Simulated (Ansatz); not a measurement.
# WS2 with Al replacing W: gradients before and after relaxing the atoms

Start: a supercell of WS2 (space group P6_3/mmc) built from a COD entry (the entry's cell lengths or inner coordinates differ somewhat from later room-temperature determinations), with all atoms left at the host's positions.

Space group P-6m2 (No. 187); a = 9.5400, c = 12.5000 Å, γ = 120.00°.

| site | Wyckoff | site symmetry | x | y | z |
| --- | --- | --- | --- | --- | --- |
| Al | 1a | -6m2 | 0.0000 | 0.0000 | 0.0000 |
| W2 | 6l | m.. | 0.0000 | 0.3333 | 0.0000 |
| W6 | 1c | -6m2 | 0.3333 | 0.6667 | 0.0000 |
| W8 | 1e | -6m2 | 0.6667 | 0.3333 | 0.0000 |
| W10 | 3k | mm2 | 0.1111 | 0.8889 | 0.5000 |
| W12 | 3k | mm2 | 0.1111 | 0.5556 | 0.5000 |
| W14 | 3k | mm2 | 0.4444 | 0.2222 | 0.5000 |
| S19 | 2g | 3m. | 0.0000 | 0.0000 | 0.3750 |
| S20 | 12o | 1 | 0.0000 | 0.3333 | 0.3750 |
| S24 | 2h | 3m. | 0.3333 | 0.6667 | 0.3750 |
| S26 | 2i | 3m. | 0.6667 | 0.3333 | 0.3750 |
| S28 | 6n | .m. | 0.1111 | 0.8889 | 0.8750 |
| S30 | 6n | .m. | 0.1111 | 0.5556 | 0.8750 |
| S32 | 6n | .m. | 0.4444 | 0.2222 | 0.8750 |

One atom of each set is listed.

All values are calculated (Ansatz; DFT, PBE, plane waves and PAW, scalar-relativistic, 420 eV cutoff, Γ-centred 3×3×2 k-points, Fermi–Dirac smearing 0.01 eV, cell charge -1), not measured.

The largest force at the start is 0.68 eV/Å. Relaxing the ions at fixed cell moves them by 0.056 Å at most (atom 4, W) and 0.026 Å rms.

```
site  moved (Å)             first shell before              first shell after  V_zz before (10²¹ V/m²)  η before
  Al      0.000                  6 S at 2.41 Å                  6 S at 2.41 Å                    -1.25      0.00
  W2      0.056                  6 S at 2.41 Å             6 S at 2.39–2.42 Å                    -20.6      0.25
  W6      0.000                  6 S at 2.41 Å                  6 S at 2.42 Å                   -16.07      0.00
  W8      0.000                  6 S at 2.41 Å                  6 S at 2.42 Å                   -18.01      0.00
 W10      0.000                  6 S at 2.41 Å                  6 S at 2.42 Å                   -18.08      0.00
 W12      0.001                  6 S at 2.41 Å                  6 S at 2.42 Å                   -17.96      0.01
 W14      0.001                  6 S at 2.41 Å                  6 S at 2.42 Å                   -17.92      0.01
 S28      0.041  2 W at 2.41 Å, 1 Al at 2.41 Å  1 Al at 2.41 Å, 2 W at 2.42 Å                    -5.46      0.67
 S30      0.030                  3 W at 2.41 Å             3 W at 2.39–2.42 Å                    -4.15      0.07
 S32      0.010                  3 W at 2.41 Å             3 W at 2.41–2.42 Å                    -4.61      0.23
```

(1) What are V_zz and η after the relaxation?

Results:

(1) 

```json
{"site": "Al", "V_zz after": "-1.32", "η after": "0.00", "change of V_zz": "-0.07"}
{"site": "W2", "V_zz after": "-21.4", "η after": "0.46", "change of V_zz": "-0.81"}
{"site": "W6", "V_zz after": "-14.11", "η after": "0.00", "change of V_zz": "+1.96"}
{"site": "W8", "V_zz after": "-16.95", "η after": "0.00", "change of V_zz": "+1.06"}
{"site": "W10", "V_zz after": "-17.69", "η after": "0.00", "change of V_zz": "+0.39"}
{"site": "W12", "V_zz after": "-17.52", "η after": "0.00", "change of V_zz": "+0.44"}
{"site": "W14", "V_zz after": "-17.58", "η after": "0.01", "change of V_zz": "+0.34"}
{"site": "S28", "V_zz after": "-6.49", "η after": "0.53", "change of V_zz": "-1.03"}
{"site": "S30", "V_zz after": "-3.76", "η after": "0.42", "change of V_zz": "+0.39"}
{"site": "S32", "V_zz after": "-4.80", "η after": "0.07", "change of V_zz": "-0.19"}
```

The largest change of V_zz is on W6, from -16.07 to -14.11. In per cent, |V_zz| changes by -12 to +4 on W, -9 to +19 on S (all sites that start above 2). Where |V_zz| stays above 0.1, η moves most on S30, from 0.07 to 0.42. The table leaves out 4 of the 14 sites, with |V_zz| up to 4.89; their tensors move by 0.17 at most along any direction. The statements above cover all sites. The host's own positions weren't relaxed first, so part of the change far from the defect can be the host's relaxation.

The run isn't spin-polarised, and a state with spin may lie lower. The defect repeats with the cell of 54 atoms, so it feels its images: sites between two images don't show the values beside a lone defect, and zeros or small values of η there can come from the images' arrangement. S and W carry a gradient in the pure host already, so the values there aren't the defect's effect alone. A uniform background compensates the cell's charge. The defect cell has no gap above 0.1 eV on its mesh, so the values can hang on the smearing and the k-mesh. Without spin–orbit coupling the gradients at and beside W can be off by some per cent, at some sites by far more.
Before: The neighbours have not yet relaxed around the defect (largest force 0.68 eV/Å), and relaxing can change the values around it severalfold.
After: The relaxation keeps the site symmetry -6m2 of the start, so the impurity can't leave its site; a distortion that would localise the partly filled state isn't explored.
